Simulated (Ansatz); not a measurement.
NiS:
```
NiS
1.0
    3.46641     0.00000     0.00000
   -1.73321     3.00200     0.00000
    0.00000     0.00000     5.39547
Ni S
2 2
Direct
  0.00000   0.00000   0.00000
  0.00000   0.00000   0.50000
  0.33333   0.66667   0.25000
  0.66667   0.33333   0.75000
```
Starting moments (μB, in the order of the atoms Ni Ni S S): 1.2 -1.2 0.0 0.0.

Relaxed with r²SCAN. Special points in fractions of this cell's reciprocal vectors: Γ (0.000, 0.000, 0.000); M (0.500, 0.000, 0.000); K (0.333, 0.333, 0.000); A (0.000, 0.000, 0.500); L (0.500, 0.000, 0.500); H (0.333, 0.333, 0.500).

Q: List the band energies nearest the valence-band maximum at these points for plane-wave PAW r²SCAN (Ansatz code).

A: In eV from the valence-band maximum; about four levels below and three above (degenerate sets whole), none deeper than 8.9 eV; points with the same levels are listed once.

```json
[
 {"k": "Γ ↑", "below": "-1.29 -1.29 -1.03 -0.62", "above": "1.91 1.91 4.35"},
 {"k": "M ↑", "below": "-1.92 -1.60 -1.52 -0.87", "above": "1.19 2.07 5.11"},
 {"k": "K ↑", "below": "-2.21 -2.21 -1.77 -1.13 -1.13", "above": "0.80 0.80 3.09"},
 {"k": "A ↑", "below": "-2.04 -2.04 -1.65 0.00 0.00", "above": "1.61 1.61 5.72"},
 {"k": "L ↑", "below": "-1.70 -1.64 -1.10 -0.52", "above": "0.86 1.67 4.00"},
 {"k": "H ↑", "below": "-1.71 -1.71 -1.40 -1.40", "above": "1.90 1.90 6.13 6.13"}
]
```

Space group P6_3/mmc (NiAs type). The workflow started from an entry of the Crystallography Open Database (COD, 300 K), which files this formula under 3 space groups. Its standing as an ambient phase is unchecked. The cell was relaxed with r²SCAN under the symmetry of its start, as lowered by the spin order; its stability against distortions is not shown here. Spin order of the final state: antiferromagnetic, chosen from 5 collinear starts compared on coarse meshes (ties went to the first, and starts can fall back to one state), not a proven ground state. Other orbital occupations within this spin state were not tried. No Hubbard U is applied. Point labels and valley counts follow the cell and symmetry of the run, lower than the named group.

Potentials: the later of the program's two PAW sets.
